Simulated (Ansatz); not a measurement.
Sr3Ti2O7 (space group I4/mmm)

```yaml
crystal:
  lattice:
    - [-1.92337, 1.92337, 10.00555]
    - [1.92337, -1.92337, 10.00555]
    - [1.92337, 1.92337, -10.00555]
  atoms:
    - { symbol: Sr, position: [0.31571, 0.31571, 0.00000] }
    - { symbol: Sr, position: [0.68429, 0.68429, 0.00000] }
    - { symbol: Sr, position: [0.50000, 0.50000, 0.00000] }
    - { symbol: Ti, position: [0.09779, 0.09779, 0.00000] }
    - { symbol: Ti, position: [0.90221, 0.90221, 0.00000] }
    - { symbol: O, position: [0.40382, 0.90382, 0.50000] }
    - { symbol: O, position: [0.59618, 0.09618, 0.50000] }
    - { symbol: O, position: [0.90382, 0.40382, 0.50000] }
    - { symbol: O, position: [0.09618, 0.59618, 0.50000] }
    - { symbol: O, position: [0.80561, 0.80561, 0.00000] }
    - { symbol: O, position: [0.19439, 0.19439, 0.00000] }
    - { symbol: O, position: [0.00000, 0.00000, 0.00000] }
```

The atoms are displaced by Q × the pattern below (from a DFPT mode at Γ, largest move 1; Q in Å), at fixed cell. It is one choice among 3 degenerate patterns.

```csv
atom,x,y,z
Sr1,0.000,0.000,1.000
Sr2,0.000,0.000,-1.000
Ti4,0.000,0.000,-0.203
Ti5,0.000,0.000,0.203
O6,0.000,0.000,0.420
O7,0.000,0.000,-0.420
O8,0.000,0.000,0.420
O9,0.000,0.000,-0.420
O10,0.000,0.000,0.269
O11,0.000,0.000,-0.269
```

Atoms not listed stay in place.

These are LDA (plane waves to 420 eV, PAW, scalar-relativistic; Ansatz, a quantum-chemistry and plane-wave program) values and carry that method's errors. k mesh 10×10×10 (Γ-centred), Fermi-Dirac smearing 0.05 eV. Sr3Ti2O7 is run without spin polarisation. Sr3Ti2O7 was relaxed with its symmetry unable to fall. 

| Q (Å) | −dE/dQ from forces (eV/Å) |
|---|---|
| -0.100 | 2.941 |
| -0.083 | 2.381 |
| -0.067 | 1.852 |
| -0.050 | 1.351 |
| -0.033 | 0.877 |
| -0.017 | 0.427 |
| 0.000 | -0.001 |
| 0.017 | -0.409 |
| 0.033 | -0.797 |
| 0.050 | -1.169 |
| 0.067 | -1.526 |
| 0.083 | -1.868 |
| 0.100 | -2.198 |

Task: What harmonic wavenumber does the curvature at Q = 0 give?

Result: 188 cm⁻¹. E″ = 25.04 eV/Å², M = Σ mᵢ|uᵢ|² = 192.8 u, ν̃ = 521.5·√(|E″|/M).

(A displaced cell: forces are minus the slopes of the energy, force constants its curvatures, and phonons follow from these.)
